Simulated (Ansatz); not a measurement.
Relaxation of a generated cell, MgB2 built in the AFLOW prototype A2B_hP9_147_g_ad (B_b, as in ZnAg2); 9 atoms in the cell, which starts as P-3 (No. 147), hP9; a = 6.666 Å, b = 6.666 Å, c = 2.461 Å, α = 90.00°, β = 90.00°, γ = 120.00°. Computed with PBE (plane waves to 420 eV, PAW, scalar-relativistic; Ansatz, a program for electronic structure). Γ-centred k-mesh 4×4×9 on the run's cell (coarser than for final values), Fermi–Dirac smearing 0.05 eV. This is the first round of the run. 

The optimiser's lines from the output (shortened; P is positive under compression):

```
relax step   1: F+E_penalty+E_count = -6690.94793118 eV  Δ(F+E_penalty+E_count) = +0.000e0 eV  max|allowed force component| = 9.515e-1 eV/Å  Δτ_max = 0.0000 Å  P = +7.987 GPa  Ω = 94.710 Å³  (7 SCF iters, dr2 threshold 1.00e-7 eV, accepted)
relax step   2: F+E_penalty+E_count = -6692.04651975 eV  Δ(F+E_penalty+E_count) = -1.099e0 eV  max|allowed force component| = 1.204e0 eV/Å  Δτ_max = 0.1367 Å  P = +2.878 GPa  Ω = 97.451 Å³  (6 SCF iters, dr2 threshold 9.00e-7 eV, accepted)
relax step   3: F+E_penalty+E_count = -6693.16904717 eV  Δ(F+E_penalty+E_count) = -1.123e0 eV  max|allowed force component| = 1.624e0 eV/Å  Δτ_max = 0.1722 Å  P = -2.151 GPa  Ω = 100.635 Å³  (6 SCF iters, dr2 threshold 9.00e-7 eV, accepted)
relax step   4: F+E_penalty+E_count = -6695.19179856 eV  Δ(F+E_penalty+E_count) = -2.023e0 eV  max|allowed force component| = 1.911e0 eV/Å  Δτ_max = 0.2000 Å  P = -7.788 GPa  Ω = 102.095 Å³  (6 SCF iters, dr2 threshold 9.00e-7 eV, accepted)
relax step   5: F+E_penalty+E_count = -6697.58831853 eV  Δ(F+E_penalty+E_count) = -2.397e0 eV  max|allowed force component| = 2.284e0 eV/Å  Δτ_max = 0.1953 Å  P = -12.244 GPa  Ω = 100.607 Å³  (6 SCF iters, dr2 threshold 9.00e-7 eV, accepted)
relax step   6: F+E_penalty+E_count = -6701.87656399 eV  Δ(F+E_penalty+E_count) = -4.288e0 eV  max|allowed force component| = 1.792e0 eV/Å  Δτ_max = 0.1821 Å  P = -13.116 GPa  Ω = 92.011 Å³  (7 SCF iters, dr2 threshold 9.00e-7 eV, accepted)
relax step   7: F+E_penalty+E_count = -6704.99701157 eV  Δ(F+E_penalty+E_count) = -3.120e0 eV  max|allowed force component| = 7.790e-1 eV/Å  Δτ_max = 0.1213 Å  P = -4.722 GPa  Ω = 84.867 Å³  (6 SCF iters, dr2 threshold 9.00e-7 eV, accepted)
relax step   8: F+E_penalty+E_count = -6706.57141338 eV  Δ(F+E_penalty+E_count) = -1.574e0 eV  max|allowed force component| = 5.697e-1 eV/Å  Δτ_max = 0.0599 Å  P = +6.568 GPa  Ω = 80.032 Å³  (6 SCF iters, dr2 threshold 9.00e-7 eV, accepted)
relax step   9: F+E_penalty+E_count = -6707.22621902 eV  Δ(F+E_penalty+E_count) = -6.548e-1 eV  max|allowed force component| = 2.283e-1 eV/Å  Δτ_max = 0.0302 Å  P = +6.664 GPa  Ω = 80.526 Å³  (6 SCF iters, dr2 threshold 9.00e-7 eV, accepted)
relax step  10: F+E_penalty+E_count = -6707.58142251 eV  Δ(F+E_penalty+E_count) = -3.552e-1 eV  max|allowed force component| = 1.178e-1 eV/Å  Δτ_max = 0.0135 Å  P = +3.639 GPa  Ω = 82.289 Å³  (5 SCF iters, dr2 threshold 9.00e-7 eV, accepted)
relax step  11: F+E_penalty+E_count = -6707.68195201 eV  Δ(F+E_penalty+E_count) = -1.005e-1 eV  max|allowed force component| = 6.493e-2 eV/Å  Δτ_max = 0.0071 Å  P = +1.229 GPa  Ω = 83.872 Å³  (5 SCF iters, dr2 threshold 9.00e-7 eV, accepted)
relax step  12: F+E_penalty+E_count = -6707.68975808 eV  Δ(F+E_penalty+E_count) = -7.806e-3 eV  max|allowed force component| = 4.716e-3 eV/Å  Δτ_max = 0.0032 Å  P = +0.678 GPa  Ω = 84.054 Å³  (4 SCF iters, dr2 threshold 9.00e-7 eV, accepted)
relax step  13: F+E_penalty+E_count = -6707.69045122 eV  Δ(F+E_penalty+E_count) = -6.931e-4 eV  max|allowed force component| = 1.022e-3 eV/Å  Δτ_max = 0.0004 Å  P = +0.056 GPa  Ω = 84.333 Å³  (4 SCF iters, dr2 threshold 9.00e-7 eV, accepted)
relax step  14: F+E_penalty+E_count = -6707.69043792 eV  Δ(F+E_penalty+E_count) = +1.331e-5 eV  max|allowed force component| = 7.217e-5 eV/Å  Δτ_max = 0.0001 Å  P = -0.001 GPa  Ω = 84.361 Å³  (4 SCF iters, dr2 threshold 1.49e-8 eV, accepted)
relax step  15: F+E_penalty+E_count = -6708.01751956 eV  Δ(F+E_penalty+E_count) = -3.271e-1 eV  max|allowed force component| = 7.372e-5 eV/Å  Δτ_max = 0.0000 Å  P = +2.863 GPa  Ω = 84.361 Å³  stress off target by 8.33e0 GPa  SCF on the basis re-selected at this cell (its energy is not comparable with the rows above)  (8 SCF iters)
relax step  16: F+E_penalty+E_count = -6708.07414254 eV  Δ(F+E_penalty+E_count) = -5.662e-2 eV  max|allowed force component| = 4.145e-4 eV/Å  Δτ_max = 0.0001 Å  P = +0.789 GPa  Ω = 86.006 Å³  (4 SCF iters, dr2 threshold 9.00e-7 eV, accepted)
relax step  17: F+E_penalty+E_count = -6708.07710472 eV  Δ(F+E_penalty+E_count) = -2.962e-3 eV  max|allowed force component| = 7.336e-4 eV/Å  Δτ_max = 0.0000 Å  P = -0.124 GPa  Ω = 86.690 Å³  (4 SCF iters, dr2 threshold 9.00e-7 eV, accepted)
relax step  18: F+E_penalty+E_count = -6708.07720966 eV  Δ(F+E_penalty+E_count) = -1.049e-4 eV  max|allowed force component| = 1.450e-4 eV/Å  Δτ_max = 0.0001 Å  P = -0.004 GPa  Ω = 86.628 Å³  (4 SCF iters, dr2 threshold 7.05e-8 eV, accepted)
relax step  19: F+E_penalty+E_count = -6708.08009443 eV  Δ(F+E_penalty+E_count) = -2.885e-3 eV  max|allowed force component| = 1.449e-4 eV/Å  Δτ_max = 0.0000 Å  P = +0.029 GPa  Ω = 86.628 Å³  stress off target by 7.68e-2 GPa  SCF on the basis re-selected at this cell (its energy is not comparable with the rows above)  (6 SCF iters)
relax step  20: F+E_penalty+E_count = -6708.08007636 eV  Δ(F+E_penalty+E_count) = +1.807e-5 eV  max|allowed force component| = 5.902e-5 eV/Å  Δτ_max = 0.0000 Å  P = -0.000 GPa  Ω = 86.653 Å³  (3 SCF iters, dr2 threshold 1.48e-8 eV, accepted)
relax step  21: F+E_penalty+E_count = -6708.08009692 eV  Δ(F+E_penalty+E_count) = -2.056e-5 eV  max|allowed force component| = 5.842e-5 eV/Å  Δτ_max = 0.0000 Å  P = -0.000 GPa  Ω = 86.653 Å³  stress off target by 4.96e-3 GPa  SCF on the basis re-selected at this cell (its energy is not comparable with the rows above)  (4 SCF iters)
```

From the first to the last row the energy changes by -1.90 eV/atom and the volume by -8.5 %. The last row is marked as not comparable with the walk above it, whose basis was carried along; it does compare with step 1, since both stand on a basis selected at the nominal cutoff for their own cell.

Energy and pressure jump between steps 14 and 15 at one geometry, where the plane-wave basis was selected anew. While the cell walks, the set of plane waves is carried along, so its effective cutoff drifts with the strain; re-selecting it at 420 eV moved the energy by -0.036 eV/atom and the pressure by 2.9 GPa. Only step 1 and rows on a re-selected basis compare with each other.

Later rounds, restarted from the end of this one on a renewed k-mesh, logged 9 more steps and released under 0.01 eV/atom more. The final structure after all rounds: P6/mmm (No. 191), hP3, AFLOW prototype AB2_hP3_191_a_d (C32, as in AlB2); a = b = 3.074 Å, c = 3.527 Å, α = β = 90.00°, γ = 120.00°. Between re-selections the logged energies stand on a plane-wave basis carried along with the cell. No spin polarisation in the result.

The run could not lose the symmetry of its start.

The first start was generated by placing the elements on the sites of a structure type. A measured structure of MgB2 has the same space group, P6/mmm (No. 191); the sites were not compared with it.
